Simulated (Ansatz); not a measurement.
Field gradients of WS₂ from run to run

Cell of run 1: a COD entry (the entry's cell lengths or inner coordinates differ somewhat from later room-temperature determinations).

Space group P6_3/mmc (No. 194); a = 3.1800, c = 12.5000 Å, γ = 120.00°.

```csv
site,Wyckoff,site symmetry,x,y,z
W,2c,-6m2,0.3333,0.6667,0.2500
S,4f,3m.,0.3333,0.6667,0.6250
```

One atom of each set is listed.

Relaxed positions (PBE, cell held):

W (0.3333, 0.6667, 0.2500)
S (0.3333, 0.6667, 0.6245)

All runs are DFT with Ansatz 0.2.0 (plane waves and PAW, scalar-relativistic unless spin–orbit coupling is named, Γ-centred meshes, Fermi–Dirac smearing where given) in this cell. Start moments of run 1 as typed (μB): 2 on each W, none on the rest.

Run 1: PBE, parallel start moments, atoms as given; 420 eV, 11×11×3 k-points, smearing 0.02 eV.
Run 2: PBE, parallel start moments, atoms relaxed; 420 eV, 11×11×3 k-points, smearing 0.02 eV.
Run 3: r2SCAN, parallel start moments, at the relaxed atoms; 500 eV, 11×11×3 k-points, smearing 0.02 eV.
Run 4: LDA, parallel start moments, at the relaxed atoms; 420 eV, 11×11×3 k-points, smearing 0.02 eV.

```json
{"run": "1", "W V_zz (η)": "-17.91 (0.00)", "S V_zz (η)": "-4.71 (0.00)"}
{"run": "2", "W V_zz (η)": "-17.56 (0.00)", "S V_zz (η)": "-4.57 (0.00)"}
{"run": "3", "W V_zz (η)": "-17.45 (0.00)", "S V_zz (η)": "-4.63 (0.00)"}
{"run": "4", "W V_zz (η)": "?", "S V_zz (η)": "?"}
```

V_zz in 10²¹ V/m².

(1) Estimate the row of run 4.

Answers

(1) W: -17.84 (0.00); S: -4.62 (0.00). It lies nearest to run 1, from whose tensors on these sites it differs by 0.09 at most (largest principal value of the difference, on S). Taken one at a time, the functional (between the two that differ most) moves the tensors on these sites by up to 0.39 (largest principal value of the change, on W), the positions of the atoms (as given or relaxed) by 0.35 (W).

Without spin–orbit coupling the gradients at and beside W can be off by some per cent, at some sites by more. In run 3 the program didn't check the stability of the electronic state in full, so a lower one may lie near. In runs 1, 2, 3, 4 the start moments die out. In run 4 the atoms aren't at the calculated equilibrium (largest force 0.48 eV/Å). The cell isn't the equilibrium one in run 4 (calculated pressure -6 GPa), and the entry's cell may itself be off.
